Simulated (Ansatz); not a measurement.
# Band structure of BiAs

```
CELL_PARAMETERS angstrom
5.03427 0.00000 0.00000
-2.51713 4.35980 0.00000
0.00000 0.00000 6.49567
ATOMIC_POSITIONS crystal
As 0.33333 0.66667 0.97259
As 0.66667 0.33333 0.47259
Bi 0.33333 0.66667 0.40341
Bi 0.66667 0.33333 0.90341
```

Atom numbers follow the list: As1, As2, Bi3, Bi4.

The cell was built from the wurtzite type and relaxed in the same program, and has space group P6_3mc; it needn't be a known or the stable phase.

Spin–orbit coupling is left out, though it moves levels of the heavy atoms by tenths of an eV or more.

All numbers below come from DFT, PBE, all-electron LAPW, scalar-relativistic (Ansatz 0.2.0).

Numerical set-up: a Γ-centred 10×10×6 k mesh, Fermi–Dirac smearing of 0.08 eV, basis error target 0.5 meV/atom, no spin polarisation.

Points in fractions of the reciprocal vectors of this cell: Γ (0, 0, 0), M (0.5, 0, 0), K (0.333, 0.333, 0), A (0, 0, 0.5), L (0.5, 0, 0.5), H (0.333, 0.333, 0.5). The path joins them by straight lines in the order Γ–M–K–Γ–A–L–H–A–L; legs that retrace an earlier one aren't tabulated. Energies are in eV from the top of the valence band.

**Question.** Is there a gap, and where are the band edges?

**Answer.** 0.10 eV, indirect from the line M (0.5, 0, 0)–K (0.333, 0.333, 0) to the line K (0.333, 0.333, 0)–Γ (so small a gap may close at points that the mesh and path miss).

**Question.** List the levels between -5 and 5 eV at the symmetry points.

**Answer.** 
Γ: -4.58, -3.50 (×2), -1.94 (×2), -1.86, 0.11 (×2), 2.08 (×2), 2.48, 3.70
M: -4.53, -4.26, -3.39, -2.64, -2.39, -1.01, 1.64, 2.07, 2.96, 3.24, 4.36, 4.43, 4.52
K: -4.94, -3.93 (×2), -3.21, -0.33 (×2), 1.29 (×2), 1.86, 3.75, 3.76 (×2)
A: -2.86 (×4), -2.37 (×2), 0.96 (×4), 1.68 (×2), 4.80 (×2)
L: -3.59 (×2), -2.63 (×2), -1.56 (×2), 0.37 (×2), 2.67 (×2), 3.32 (×2)
H: -4.24 (×2), -2.12 (×2), -0.74 (×2), 0.71 (×2), 1.22 (×2), 3.63 (×2), 4.92 (×2)
